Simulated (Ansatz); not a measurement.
BW:
```cif
data_B4W4
_chemical_formula_sum 'B4 W4'
_space_group_name_H-M_alt 'Cmcm'
_space_group_IT_number 63
_space_group_name_Hall '-C 2c 2'
_cell_length_a 3.16194
_cell_length_b 8.45492
_cell_length_c 3.09555
_cell_angle_alpha 90.000
_cell_angle_beta 90.000
_cell_angle_gamma 90.000
loop_
_atom_site_label
_atom_site_type_symbol
_atom_site_symmetry_multiplicity
_atom_site_Wyckoff_symbol
_atom_site_fract_x
_atom_site_fract_y
_atom_site_fract_z
_atom_site_occupancy
B1 B 4 c 0.00000 0.43875 0.25000 1
W1 W 4 c 0.00000 0.14465 0.25000 1
```
(The calculation used a cell of 4 atoms; values per cell refer to that cell.)

Relaxed with r²SCAN.

Which orbitals make up the states near the Fermi level in plane-wave PAW r²SCAN (Ansatz code)?

Within 0.5 eV of the Fermi level: W 5d 84 %, B 2p 12 %. Projections are on Löwdin-orthogonalised atomic valence shells; empty p or d shells of many metals are not among them.

Tabulate the density of states.

States/eV per cell of 4 atoms, in 0.25 eV bins, energy from the Fermi level.

```csv
E (eV),total,W 5d,B 2p,B 2s
-7.85,0.93,0.32,0.39,0.10
-7.60,1.55,0.58,0.67,0.12
-7.35,1.73,0.66,0.76,0.13
-7.10,1.51,0.62,0.63,0.10
-6.85,1.30,0.57,0.54,0.07
-6.60,1.49,0.66,0.63,0.07
-6.35,2.10,0.96,0.91,0.08
-6.10,1.85,0.89,0.80,0.06
-5.85,1.26,0.64,0.51,0.05
-5.60,2.68,1.33,1.18,0.07
-5.35,3.68,2.01,1.44,0.09
-5.10,3.30,1.84,1.28,0.07
-4.85,3.34,1.98,1.16,0.07
-4.60,2.65,1.59,0.83,0.07
-4.35,2.08,1.27,0.60,0.04
-4.10,2.84,2.05,0.57,0.04
-3.85,2.69,2.01,0.49,0.03
-3.60,2.73,2.02,0.52,0.04
-3.35,1.80,1.41,0.29,0.02
-3.10,1.45,1.23,0.16,0.02
-2.85,1.22,1.04,0.13,0.01
-2.60,0.98,0.83,0.10,0.01
-2.35,0.72,0.61,0.07,0.01
-2.10,0.58,0.50,0.06,0.01
-1.85,0.56,0.49,0.06,0.01
-1.60,0.88,0.76,0.09,0.01
-1.35,0.98,0.84,0.10,0.01
-1.10,1.04,0.90,0.12,0.01
-0.85,1.28,1.08,0.16,0.01
-0.60,1.31,1.10,0.16,0.01
-0.35,1.34,1.13,0.16,0.01
-0.10,1.53,1.28,0.19,0.01
0.15,1.46,1.22,0.18,0.01
0.40,1.42,1.18,0.18,0.01
0.65,1.61,1.33,0.19,0.02
0.90,1.55,1.29,0.18,0.02
1.15,1.65,1.39,0.18,0.02
1.40,1.90,1.59,0.21,0.03
1.65,2.37,1.98,0.27,0.04
1.90,2.77,2.33,0.30,0.05
2.15,3.13,2.62,0.34,0.07
2.40,3.47,2.85,0.42,0.08
2.65,3.59,2.94,0.45,0.08
2.90,2.50,2.01,0.36,0.05
3.15,1.13,0.81,0.25,0.03
3.40,0.95,0.65,0.23,0.04
3.65,1.07,0.70,0.27,0.06
3.90,1.02,0.59,0.28,0.09
4.15,1.23,0.61,0.37,0.17
4.40,1.39,0.64,0.40,0.21
4.65,1.59,0.68,0.43,0.26
```

The workflow started from a Materials Project entry (that database holds measured and hypothetical structures alike); the Crystallography Open Database copy checked does not list it. COD files the formula under space group No. 141. Its standing as an ambient phase is unchecked. Symmetry was held in the r²SCAN relaxation; its stability against distortions is not shown here. No spin polarisation was allowed. Scalar-relativistic: spin–orbit coupling is off unless named, which matters more the heavier the elements.

Potentials: the later of the program's two PAW sets.
